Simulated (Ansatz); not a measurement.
GaSb (zinc blende)

```xyz
4
Lattice="0.0000 6.1324 6.1324 3.0662 0.0000 3.0662 3.0662 3.0662 0.0000" Properties=species:S:1:pos:R:3 pbc="T T T"
Sb     4.5993     4.5993     4.5993
Sb     4.5993     7.6656     7.6656
Ga     0.0000     0.0000     0.0000
Ga     3.0662     6.1324     3.0662
```

Scan: atom 1 (Sb, nearest neighbour Ga at 2.655 Å; its periodic images, 4.3 Å or more away, move with it) is displaced towards the nearest neighbour, direction (-0.577, -0.577, 0.577) in Cartesian axes, by s. The other atoms stay.

Calculation: r2SCAN (plane waves to 500 eV, PAW, scalar-relativistic; Ansatz, a program for electronic structure). k mesh 11×11×11 (Γ-centred), Fermi-Dirac smearing 0.05 eV. E stands for the smeared free energy. GaSb was relaxed with its symmetry unable to fall. Spin-orbit coupling is left out, though Sb is heavy. ΔE is measured from the undisplaced structure.

```csv
s (Å),ΔE (meV/cell)
-0.270,239
-0.216,161
-0.162,96
-0.108,45
-0.054,12
0.000,0
0.054,13
0.108,54
0.162,128
0.216,239
0.270,393
```

### Question
What force constant k = d²E/ds² at s = 0 does the table give?

### Answer
8.5 eV/Å². It is the second difference of the nearest points, corrected with the next pair.

### Question
With k = 8.45 eV/Å² from the forces, is the well harmonic out to s = 0.270 Å?

### Answer
½ks² = 308 meV/cell against the computed 393 meV/cell, so the well is stiffer than harmonic there.

(For displaced atoms, the force is minus the slope of the energy, and its curvature is a force constant, which sets phonon frequencies.)
